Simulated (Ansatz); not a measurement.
AlN:
```
AlN
1.0
    3.09450     0.00000     0.00000
   -1.54725     2.67991     0.00000
    0.00000     0.00000    15.08197
Al N
6 6
Direct
  0.00000   0.00000   0.99964
  0.00000   0.00000   0.49964
  0.66667   0.33333   0.83390
  0.33333   0.66667   0.33390
  0.66667   0.33333   0.16673
  0.33333   0.66667   0.66673
  0.00000   0.00000   0.87449
  0.00000   0.00000   0.37449
  0.66667   0.33333   0.70803
  0.33333   0.66667   0.20803
  0.66667   0.33333   0.04091
  0.33333   0.66667   0.54091
```

Relaxed with plane-wave PAW r²SCAN (Ansatz code). Indices refer to the conventional cell of P6_3mc, a = b = 3.0945 Å, c = 15.0820 Å, α = β = 90.00°, γ = 120.00°.

### Question
Simulate the powder diffraction pattern (Fe Kα, λ = 1.93735 Å; lines above 1 %) up to 2θ = 90°.

### Answer
Simulated powder pattern, Fe Kα, λ = 1.93735 Å (kinematic, ideal powder, no thermal factors, no anomalous dispersion; the 30 strongest lines at most, above 1 %, up to 2θ = 90°):

```csv
2θ (°),d (Å),I/Imax (%),hkl
43.08,2.639,61,(1 0 -1 1)
45.11,2.525,100,(1 0 -1 2)
45.33,2.514,67,(0006)
48.36,2.365,47,(1 0 -1 3)
52.65,2.184,15,(1 0 -1 4)
57.83,2.003,7.4,(1 0 -1 5)
70.46,1.679,14,(1 0 -1 7)
77.52,1.547,67,(1 1 -2 0)
77.84,1.542,32,(1 0 -1 8)
85.96,1.421,30,(1 0 -1 9)
```

A made-up cell: these elements were put on the sites of a structure type. Its sites differ from those of the usual phase in this space group: another stacking or structure type. The cell was relaxed with r²SCAN under the symmetry of its start; phonons on a q-mesh show no instability.

Potentials: the later of the program's two PAW sets.
